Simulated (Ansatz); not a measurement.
ZrIr:
Space group Fm-3m (No. 225); a = b = c = 5.3629 Å, α = β = γ = 90.00°

```json
[
 {"atom": "Ir", "site": "4a", "symmetry": "m-3m", "x": "0.0000", "y": "0.0000", "z": "0.0000"},
 {"atom": "Zr", "site": "4b", "symmetry": "m-3m", "x": "0.5000", "y": "0.5000", "z": "0.5000"}
]
```
(The calculation used a cell of 2 atoms; values per cell refer to that cell.)

Relaxed with PBEsol.

**Question.** Decompose the optical modes at the zone centre into irreducible representations, and say which are infrared and Raman allowed.

**Answer.** Point group m-3m: Γ_opt = T1u. Infrared: T1u. Raman: none.

**Question.** Assign frequencies (DFPT, PBEsol (plane waves, PAW; program Ansatz)).

**Answer.** T1u 158 cm⁻¹.

The start of the workflow was typed in or built on a structure type; neither database checked (COD, Materials Project) lists it. COD files the formula under space group No. 221. Its standing as an ambient phase is unchecked. Symmetry was held in the PBEsol relaxation; its stability against distortions is not shown here. No spin polarisation was allowed. As this level gives no gap, phonon frequencies hold no LO–TO term and depend on the k-mesh and smearing (Fermi–Dirac, 0.1 eV here). Scalar-relativistic: spin–orbit coupling is off unless named, which matters more the heavier the elements.

Potentials: the later of the program's two PAW sets.
